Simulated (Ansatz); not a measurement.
Al2Au:
```xyz
3
Lattice="0.0000 3.0051 3.0051 3.0051 0.0000 3.0051 3.0051 3.0051 0.0000" Properties=species:S:1:pos:R:3 pbc="T T T"
Au     0.0000     0.0000     0.0000
Al     1.5025     1.5025     1.5025
Al     4.5076     4.5076     4.5076
```

Relaxed with r²SCAN. Special points in fractions of this cell's reciprocal vectors: Γ (0.000, 0.000, 0.000); X (0.500, 0.000, 0.500); U (0.625, 0.250, 0.625); K (0.375, 0.375, 0.750); L (0.500, 0.500, 0.500); W (0.500, 0.250, 0.750).

### Question
List the band energies nearest the Fermi level at these points for r²SCAN with spin–orbit coupling (plane waves, PAW; program Ansatz).

### Answer
In eV from the Fermi level; about four levels below and three above (degenerate sets whole), none deeper than 8.9 eV; points with the same levels are listed once.

| k | below | above |
|---|---|---|
| Γ | -5.67 -5.67 -5.67 -5.67 | 1.95 1.95 2.84 2.84 |
| X | -2.52 -2.52 -2.08 -2.08 | 1.58 1.58 2.38 2.38 |
| U | -3.52 -3.52 -1.50 -1.50 | 2.15 2.15 4.71 4.71 |
| L | -5.26 -5.26 -0.05 -0.05 | 0.57 0.57 3.78 3.78 |
| W | -4.07 -4.07 -2.29 -2.29 | 4.41 4.41 4.51 4.51 |

Space group Fm-3m (fluorite or antifluorite type). Symmetry was held in the r²SCAN relaxation; of distortions, only those at the zone centre were tested.

Potentials: the later of the program's two PAW sets.
